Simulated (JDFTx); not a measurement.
An input for a modified build of JDFTx (AlRu(110), CANDLE, water, 1 M KF; bohr, hartree) and the course of its log:

```
lattice \
  5.6361081667 0.0000000000 0.0000000000 \
  0.0000000000 7.9706606088 0.0000000000 \
  0.0000000000 0.0000000000 50.0777423026
coords-type Lattice
ion Al 0.0000000000 0.5000000000 -0.2011937179 0
ion Al 0.0000000000 0.0000000000 -0.1193743000 0
ion Al 0.0000000000 0.5000000000 -0.0397914330 0
ion Al 0.0000000000 0.0000000000 0.0397914330 0
ion Al 0.0000000000 0.5000000000 0.1193743000 0
ion Al 0.0000000000 0.0000000000 0.2011937179 0
ion Ru 0.5000000000 0.0000000000 -0.1987249842 0
ion Ru 0.5000000000 0.5000000000 -0.1193743000 0
ion Ru 0.5000000000 0.0000000000 -0.0397914330 0
ion Ru 0.5000000000 0.5000000000 0.0397914330 0
ion Ru 0.5000000000 0.0000000000 0.1193743000 0
ion Ru 0.5000000000 0.5000000000 0.1987249842 0
ion-species pseudo/al_pbe_v1.upf
ion-species pseudo/ru_pbe_v1.2.upf
elec-cutoff 20 100
elec-ex-corr gga-PBE
coulomb-interaction Slab 001
coulomb-truncation-embed 0 0 0
kpoint-folding 8 6 1
elec-smearing Fermi 0.01
elec-n-bands 75
elec-initial-charge -0.2356
electronic-scf nIterations 100 energyDiffThreshold 1e-08
fluid LinearPCM
pcm-variant CANDLE
fluid-solvent H2O
fluid-cation K+ 1
fluid-anion F- 1
fluid-minimize nIterations 400 knormThreshold 1e-12
wavefunction read f0.wfns
elec-initial-eigenvals f0.eigenvals
fluid-initial-state f0.fluidState
dump-name f0_q0.$VAR
dump End State Ecomponents EigStats BandEigs Forces ElecDensity IonicPositions Fillings Kpoints Dtot FluidDebug BoundCharge FluidDensity
```

```
[one cycle in 5 is shown, and the last three; fluid-solver lines are left out]
	FillingsUpdate:  mu: -0.331985649  nElectrons: 113.764400
SCF: Cycle:  0   F: -573.106790754687722   dF: +9.712e+00   |Residual|: 5.306e-01   |deigs|: 1.953e-02
	FillingsUpdate:  mu: -0.285213415  nElectrons: 113.764400
SCF: Cycle:  5   F: -582.818903018028436   dF: -6.335e-02   |Residual|: 5.541e-02   |deigs|: 1.004e-02
	FillingsUpdate:  mu: -0.189389279  nElectrons: 113.764400
SCF: Cycle: 10   F: -582.836004076902100   dF: -4.685e-04   |Residual|: 6.141e-03   |deigs|: 1.181e-02
	FillingsUpdate:  mu: -0.197756057  nElectrons: 113.764400
SCF: Cycle: 15   F: -582.836568152678751   dF: -2.007e-06   |Residual|: 8.368e-04   |deigs|: 5.508e-04
	FillingsUpdate:  mu: -0.198066897  nElectrons: 113.764400
SCF: Cycle: 20   F: -582.836572517497871   dF: -4.828e-09   |Residual|: 4.873e-05   |deigs|: 1.407e-04
	FillingsUpdate:  mu: -0.198061670  nElectrons: 113.764400
SCF: Cycle: 25   F: -582.836572531856405   dF: -3.311e-09   |Residual|: 3.735e-06   |deigs|: 1.014e-05
	FillingsUpdate:  mu: -0.198054471  nElectrons: 113.764400
SCF: Cycle: 30   F: -582.836572532097421   dF: -2.834e-09   |Residual|: 3.208e-06   |deigs|: 6.369e-06
	FillingsUpdate:  mu: -0.198055499  nElectrons: 113.764400
SCF: Cycle: 35   F: -582.836572529595514   dF: +2.578e-09   |Residual|: 9.103e-06   |deigs|: 3.055e-06
	FillingsUpdate:  mu: -0.198054571  nElectrons: 113.764400
SCF: Cycle: 40   F: -582.836572532292735   dF: -4.147e-09   |Residual|: 1.360e-06   |deigs|: 4.184e-06
	FillingsUpdate:  mu: -0.198052814  nElectrons: 113.764400
SCF: Cycle: 45   F: -582.836572531031379   dF: +8.724e-10   |Residual|: 5.728e-06   |deigs|: 2.912e-06
	FillingsUpdate:  mu: -0.198055074  nElectrons: 113.764400
SCF: Cycle: 50   F: -582.836572531830711   dF: -5.758e-09   |Residual|: 4.187e-06   |deigs|: 2.804e-06
	FillingsUpdate:  mu: -0.198054827  nElectrons: 113.764400
SCF: Cycle: 55   F: -582.836572532091964   dF: -8.677e-10   |Residual|: 1.223e-06   |deigs|: 1.546e-06
	FillingsUpdate:  mu: -0.198052468  nElectrons: 113.764400
SCF: Cycle: 60   F: -582.836572531399838   dF: +5.325e-10   |Residual|: 4.814e-06   |deigs|: 3.473e-06
	FillingsUpdate:  mu: -0.198053041  nElectrons: 113.764400
SCF: Cycle: 65   F: -582.836572528617125   dF: +3.485e-09   |Residual|: 9.831e-06   |deigs|: 2.051e-06
	FillingsUpdate:  mu: -0.198055262  nElectrons: 113.764400
SCF: Cycle: 70   F: -582.836572531872775   dF: -7.918e-09   |Residual|: 4.070e-06   |deigs|: 3.031e-06
	FillingsUpdate:  mu: -0.198052384  nElectrons: 113.764400
SCF: Cycle: 75   F: -582.836572531223965   dF: +5.897e-10   |Residual|: 5.040e-06   |deigs|: 3.113e-06
	FillingsUpdate:  mu: -0.198051211  nElectrons: 113.764400
SCF: Cycle: 80   F: -582.836572525623524   dF: +6.344e-09   |Residual|: 1.537e-05   |deigs|: 3.995e-06
	FillingsUpdate:  mu: -0.198055548  nElectrons: 113.764400
SCF: Cycle: 85   F: -582.836572531902220   dF: -4.984e-10   |Residual|: 3.598e-06   |deigs|: 2.706e-06
	FillingsUpdate:  mu: -0.198052642  nElectrons: 113.764400
SCF: Cycle: 90   F: -582.836572531230559   dF: +5.400e-10   |Residual|: 5.725e-06   |deigs|: 2.908e-06
	FillingsUpdate:  mu: -0.198055371  nElectrons: 113.764400
SCF: Cycle: 95   F: -582.836572531881075   dF: -5.471e-10   |Residual|: 4.019e-06   |deigs|: 3.161e-06
	FillingsUpdate:  mu: -0.198055370  nElectrons: 113.764400
SCF: Cycle: 97   F: -582.836572532057176   dF: -7.456e-10   |Residual|: 2.973e-06   |deigs|: 2.996e-06
	FillingsUpdate:  mu: -0.198052648  nElectrons: 113.764400
SCF: Cycle: 98   F: -582.836572531693264   dF: +3.639e-10   |Residual|: 3.431e-06   |deigs|: 2.823e-06
	FillingsUpdate:  mu: -0.198055917  nElectrons: 113.764400
SCF: Cycle: 99   F: -582.836572531581396   dF: +1.119e-10   |Residual|: 5.713e-06   |deigs|: 3.472e-06
SCF: None of the convergence criteria satisfied after 100 iterations.
IonicMinimize: Iter:   0  F: -582.836572531581396  |grad|_K:  0.000e+00
IonicMinimize: Converged (|grad|_K<1.000000e-04).
```

This run gave no converged result. The loop ran out of cycles short of its threshold. It has stalled and not diverged: the last ten energies span 8e-10 Ha, so the total is near its end, but levels, forces and charges aren't shown converged.
